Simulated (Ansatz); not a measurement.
**Zincblende alloy of CdTe and MgTe (20 of 32 Cd sites exchanged), 64 atoms**

All numbers below come from DFT, PBEsol, PAW, plane waves (Ansatz).

Command:

```sh
ansatz run in.yaml --threads 4 --pin off --max-ram 42750MiB --runs-dir r --events-out ev --progress --plain --backend cuda --devices 0, --max-vram 37GiB
```

The input less its lattice and atoms:

```yaml
crystal:
  symmetry: { detect: false }
kpoints:
  mp_grid: { grid: [1, 1, 1], shift: [0.25, 0.25, 0.25] }
hamiltonian:
  xc: pbesol
scf:
  occupations: { method: fermi_dirac, width: 0.01 }
relax:
  f_tol: 0.03
  max_steps: 80
  escape_saddle: false
  adjacent_minimum: "off"
  cell: { fix: [shape] }
output:
  forces: true
  eigenvalues: true
  populations: true
```

Start:

```
Cd Mg Te
1.0
    12.91597    0.00000    0.00000
     0.00000   12.91597    0.00000
     0.00000    0.00000   12.91597
Cd Mg Te
12 20 32
Cartesian
  12.8818 12.8968 12.8959
  0.0178 12.8859 6.4702
  6.4649 12.8871 0.0098
  3.2007 3.2457 0.0161
  3.2092 3.2720 6.4833
  9.6908 3.2140 12.9122
  9.6956 3.2675 6.4502
  9.6955 9.6555 0.0405
  3.2093 6.4302 3.2164
  12.9080 3.2309 3.2039
  12.9053 3.2472 9.7229
  0.0055 9.6920 3.2395
  0.0181 6.4384 12.9030
  12.8827 6.4930 6.4545
  6.4459 0.0370 6.4493
  6.4496 6.4606 12.9135
  6.4476 6.4753 6.4646
  3.2424 9.6872 12.9101
  3.2415 9.6874 6.4481
  9.6898 9.6801 6.4629
  3.2183 12.9070 3.2363
  3.2643 12.8976 9.6750
  3.2071 6.4804 9.6532
  9.7092 0.0017 3.1992
  9.7104 0.0426 9.6892
  9.7008 6.4943 3.2439
  9.6853 6.4439 9.6737
  0.0149 9.7069 9.6950
  6.4788 3.2141 3.1815
  6.4448 3.2027 9.6560
  6.4546 9.6854 3.2445
  6.4463 9.6420 9.6900
  1.6265 1.6182 1.6158
  1.6297 1.6251 8.0549
  1.6013 8.0672 1.6074
  1.5926 8.0659 8.1115
  8.0812 1.6197 1.6262
  8.1005 1.6211 8.0546
  8.0438 8.0510 1.6128
  8.0930 8.0358 8.0483
  4.8624 4.8627 1.6036
  4.8401 4.8410 8.0783
  4.7985 11.3003 1.6466
  4.8308 11.3056 8.0398
  11.3084 4.8334 1.6071
  11.3127 4.8272 8.0728
  11.2803 11.3184 1.6074
  11.2864 11.2873 8.0593
  4.8578 1.6125 4.8379
  4.8767 1.5988 11.2666
  4.8197 8.0691 4.8707
  4.8588 8.0669 11.3112
  11.2892 1.6299 4.8492
  11.2759 1.6105 11.2847
  11.3237 8.1010 4.8059
  11.3130 8.0830 11.2976
  1.6112 4.8435 4.8208
  1.6271 4.8664 11.2939
  1.5968 11.3188 4.8723
  1.6060 11.3278 11.2873
  8.0731 4.8062 4.8382
  8.0997 4.8369 11.3241
  8.0491 11.3264 4.8549
  8.0550 11.2845 11.2815
```

Steps:

| step | energy less the first (eV) | largest force component (eV/Å) | pressure (GPa) |
| --- | --- | --- | --- |
| start | 0.000 | 0.395 | 0.06 |
| 1 | -0.016 | 0.448 | -0.04 |
| 2 | -0.233 | 0.015 | -0.01 |
| 3 | -0.233 | 0.015 | -0.01 |

A structure on the way, about -0.23 eV from the start:

```
Cd Mg Te
1.0
    12.91564    0.00000    0.00000
     0.00000   12.91564    0.00000
     0.00000    0.00000   12.91564
Cd Mg Te
12 20 32
Direct
  0.00037 0.99967 0.99908
  0.00037 0.00012 0.50058
  0.49991 0.99953 0.99923
  0.25159 0.25118 0.00072
  0.25188 0.25125 0.50104
  0.74970 0.25128 0.00068
  0.75000 0.25056 0.50039
  0.75015 0.74909 0.99997
  0.25177 0.50164 0.25065
  0.00059 0.25003 0.25086
  0.00016 0.25069 0.75138
  0.00049 0.74848 0.25093
  0.99943 0.49997 0.99960
  0.99966 0.50104 0.49991
  0.49942 0.99941 0.49924
  0.49975 0.50100 0.99825
  0.50087 0.50052 0.49933
  0.24985 0.74999 0.99905
  0.24997 0.74998 0.50077
  0.74932 0.75039 0.49917
  0.25001 0.00013 0.24958
  0.24984 0.99901 0.74988
  0.24985 0.50098 0.74930
  0.74886 0.99876 0.24938
  0.74918 0.99956 0.74842
  0.74908 0.49974 0.24969
  0.74863 0.50006 0.74971
  0.99924 0.74941 0.74912
  0.49984 0.24919 0.25077
  0.50012 0.24967 0.74971
  0.50011 0.75094 0.24887
  0.49950 0.74945 0.74921
  0.12572 0.12461 0.12493
  0.12601 0.12500 0.62600
  0.12535 0.62437 0.12284
  0.12486 0.62518 0.62456
  0.62455 0.12467 0.12627
  0.62321 0.12393 0.62496
  0.62342 0.62376 0.12547
  0.62503 0.62532 0.62460
  0.37818 0.37592 0.12568
  0.37717 0.37746 0.62628
  0.37342 0.87412 0.12500
  0.37512 0.87509 0.62493
  0.87532 0.37699 0.12568
  0.87513 0.37691 0.62530
  0.87485 0.87492 0.12572
  0.87375 0.87382 0.62516
  0.37518 0.12398 0.37410
  0.37450 0.12484 0.87273
  0.37703 0.62748 0.37637
  0.37462 0.62544 0.87422
  0.87329 0.12327 0.37386
  0.87279 0.12387 0.87389
  0.87290 0.62365 0.37559
  0.87532 0.62345 0.87324
  0.12503 0.37650 0.37609
  0.12596 0.37721 0.87534
  0.12686 0.87490 0.37493
  0.12523 0.87331 0.87304
  0.62374 0.37557 0.37396
  0.62347 0.37568 0.87372
  0.62442 0.87487 0.37458
  0.62496 0.87404 0.87257
```

End:

```
Cd Mg Te
1.0
    12.91564    0.00000    0.00000
     0.00000   12.91564    0.00000
     0.00000    0.00000   12.91564
Cd Mg Te
12 20 32
Cartesian
  0.0048 12.9114 12.9038
  0.0048 0.0016 6.4653
  6.4566 12.9096 12.9058
  3.2494 3.2441 0.0093
  3.2532 3.2451 6.4713
  9.6828 3.2455 0.0088
  9.6867 3.2361 6.4628
  9.6887 9.6750 12.9152
  3.2518 6.4790 3.2373
  0.0076 3.2293 3.2400
  0.0021 3.2378 9.7045
  0.0063 9.6671 3.2409
  12.9082 6.4574 12.9105
  12.9112 6.4713 6.4567
  6.4503 12.9080 6.4480
  6.4546 6.4708 12.8931
  6.4690 6.4645 6.4492
  3.2270 9.6866 12.9034
  3.2285 9.6865 6.4678
  9.6779 9.6918 6.4471
  3.2290 0.0016 3.2235
  3.2269 12.9029 9.6852
  3.2271 6.4705 9.6777
  9.6720 12.8997 3.2209
  9.6761 12.9099 9.6663
  9.6749 6.4545 3.2249
  9.6691 6.4586 9.6830
  12.9059 9.6791 9.6754
  6.4558 3.2184 3.2389
  6.4594 3.2247 9.6830
  6.4592 9.6989 3.2143
  6.4513 9.6796 9.6765
  1.6237 1.6094 1.6135
  1.6275 1.6145 8.0852
  1.6190 8.0642 1.5865
  1.6126 8.0746 8.0666
  8.0665 1.6102 1.6308
  8.0492 1.6006 8.0717
  8.0519 8.0563 1.6205
  8.0728 8.0764 8.0671
  4.8845 4.8553 1.6232
  4.8714 4.8751 8.0888
  4.8229 11.2898 1.6145
  4.8449 11.3024 8.0714
  11.3053 4.8691 1.6232
  11.3028 4.8680 8.0761
  11.2992 11.3002 1.6238
  11.2851 11.2860 8.0743
  4.8457 1.6013 4.8318
  4.8369 1.6124 11.2719
  4.8696 8.1043 4.8610
  4.8384 8.0780 11.2911
  11.2791 1.5921 4.8287
  11.2726 1.5999 11.2869
  11.2741 8.0548 4.8510
  11.3053 8.0522 11.2785
  1.6148 4.8628 4.8574
  1.6269 4.8719 11.3056
  1.6385 11.2999 4.8424
  1.6174 11.2793 11.2759
  8.0560 4.8506 4.8299
  8.0525 4.8522 11.2847
  8.0648 11.2995 4.8380
  8.0717 11.2889 11.2698
```

The run converged.

Time: 10 s of wall time on one NVIDIA H100 with 4 processor threads, on a host shared with other runs; peak host memory 1.8 GiB.

Task: How much energy did the relaxation gain, and which atom moved most?

Result: 0.23 eV in 3 steps, from a start with small random displacements; atom 55 (Te) moved 0.08 Å, the median atom 0.04 Å (drift of the whole cell removed).
